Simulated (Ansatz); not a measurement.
## SiO2, first-principles data

SiO2:
```
SiO2
1.0
   -2.47300     2.47300     3.65676
    2.47300    -2.47300     3.65676
    2.47300     2.47300    -3.65676
Si O
2 4
Direct
  0.00000   0.00000   0.00000
  0.75000   0.25000   0.50000
  0.37500   0.22318   0.34818
  0.77682   0.12500   0.15182
  0.87500   0.02682   0.65182
  0.97318   0.62500   0.84818
```

Space group I-42d (No. 122); conventional cell a = b = 4.9460 Å, c = 7.3135 Å, α = β = γ = 90.00°.

Method: plane-wave PAW r²SCAN (Ansatz code). The cell and atoms are relaxed at this level. Other levels are named where they apply.

Cell and energy:

| Item | Value |
|---|---|
| Volume per atom | 14.91 Å³ |
| Density | 2.23 g/cm³ |
| Formation energy from the elements (no fitted shifts) | -2.99 eV/atom |

Electronic structure:

| Property | Result |
|---|---|
| Band gap | 6.56 eV (direct) |
| Valence-band maximum | at Γ |
| Conduction-band minimum | at Γ |
| Electron effective mass | 0.55 mₑ (isotropic) |
| Hole effective mass, band 1 of 2 at the edge | 6.7 along x, 2.7 along z (mₑ) |
| Hole effective mass, band 2 of 2 at the edge | 2.7 along x, 2.7 along z (mₑ) |
| HSE06 gap on the r²SCAN cell | 7.72 eV |

Mechanics:

| Quantity | Value |
|---|---|
| Bulk modulus (Birch–Murnaghan fit) | 23.7 GPa |
| Pressure derivative B′ | 2.4 |

Charges:

| Property | Value |
|---|---|
| Bader charges | Si +3.37, O -1.68 e |

The first step of the workflow began from a Materials Project structure, measured or hypothetical; the Crystallography Open Database copy checked does not list it. It is not the phase usual at ambient conditions (space group No. 92, 152, 154). The r²SCAN relaxation kept the symmetry of its start; its stability against distortions is not shown here. The references are the lowest solids computed at this level, not always the standard phases (solids in place of the gases).

Potentials: the later of the program's two PAW sets.
